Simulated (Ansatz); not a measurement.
**Cold compression of Li (hcp type)**

```xyz
2
Lattice="2.9947 0.0000 0.0000 -1.4973 2.5935 0.0000 0.0000 0.0000 4.8835" Properties=species:S:1:pos:R:3 pbc="T T T"
Li    0.0000    1.7290    1.2209
Li    1.4973    0.8645    3.6626
```

The cell comes from a relaxation on PAW files under the same functional, begun from a prototype that needn't be the stable phase.

Its volume is scaled, and at each volume shape and atoms are relaxed on PAW files; all methods then take that cell.

All numbers are LDA results (scalar-relativistic) from Ansatz 0.2.0, with a Γ-centred 14×14×8 k mesh, Fermi–Dirac smearing of 0.05 eV, no spin polarisation. Methods: LAPW: all electrons, basis error target 1 meV/atom; PAW: frozen-core files, cutoff 420 eV; crystal datasets: all electrons, by PAW datasets that the program makes for each cell; norm-conserving: pseudopotentials, cutoff 1007 eV; PAW (cutoff 800 eV): frozen-core files, cutoff 800 eV.

Energies are extrapolated to zero smearing and count from the unscaled cell; pressure is positive in compression; gaps take the mesh and a band path. No temperature or zero-point motion is included.

The PAW files were made under PBE. The structure type is held throughout; the real material can change phase at far lower pressure.

| V/V0 | V (Å³/atom) | P LAPW (GPa) | ΔE LAPW (eV/atom) | P PAW − LAPW (GPa) | ΔE PAW − LAPW (meV/atom) | space group | shortest distance (Å) |
| --- | --- | --- | --- | --- | --- | --- | --- |
| 1.00 | 18.96 | 0.02 | 0.000 | -0.01 | 0.0 | P6_3/mmc | 2.992 |
| 0.92 | 17.45 | 1.46 | 0.006 | -0.01 | 0.0 | P6_3/mmc | 2.910 |
| 0.84 | 15.93 | 3.53 | 0.029 | -0.02 | -0.1 | P6_3/mmc | 2.823 |
| 0.76 | 14.41 | 6.56 | 0.076 | -0.02 | -0.2 | P6_3/mmc | 2.730 |
| 0.68 | 12.90 | ? | 0.158 | -0.02 | -0.4 | P6_3/mmc | 2.631 |
| 0.60 | 11.38 | 18.16 | 0.294 | -0.03 | -0.6 | P6_3/mmc | 2.523 |
| 0.52 | 9.86 | 29.6 | 0.515 | -0.03 | -0.8 | P6_3/mmc | 2.406 |
| 0.45 | 8.53 | 46.3 | ? | -0.03 | -1.0 | P6_3/mmc | 2.293 |

What belongs in the row "0.45", column "ΔE LAPW (eV/atom)"?

0.824.

Fill in "P LAPW (GPa)" for the row "0.68".

11.10.

Fit the Vinet equation to the LAPW pressures over the whole range, with residuals weighted by 1/(|P| + 0.03·Pmax).

V0 = 19.00 Å³/atom, B0 = 14.3 GPa and B0′ = 3.79, and the fit misses no point by more than 0.53 GPa. A fit over so wide a range pins B0 less well than one near rest.

From the table, what is the rise of the enthalpy H = E + pV up to the last row, and how stiff is the crystal between the last two rows?

ΔH = 0.824 eV + (46.3 GPa × 8.53 Å³ − 0.02 GPa × 18.96 Å³) × 0.006242 eV/(GPa·Å³) = 3.29 eV/atom, of which pV makes 75 %. The mean bulk modulus there is −ΔP/Δln V = 115 GPa.

At the smallest volume, how far do crystal datasets and norm-conserving and PAW (cutoff 800 eV) lie from LAPW in pressure?

crystal datasets: 0.00 GPa; norm-conserving: +0.01 GPa; PAW (cutoff 800 eV): -0.04 GPa, on a LAPW pressure of 46.3 GPa.
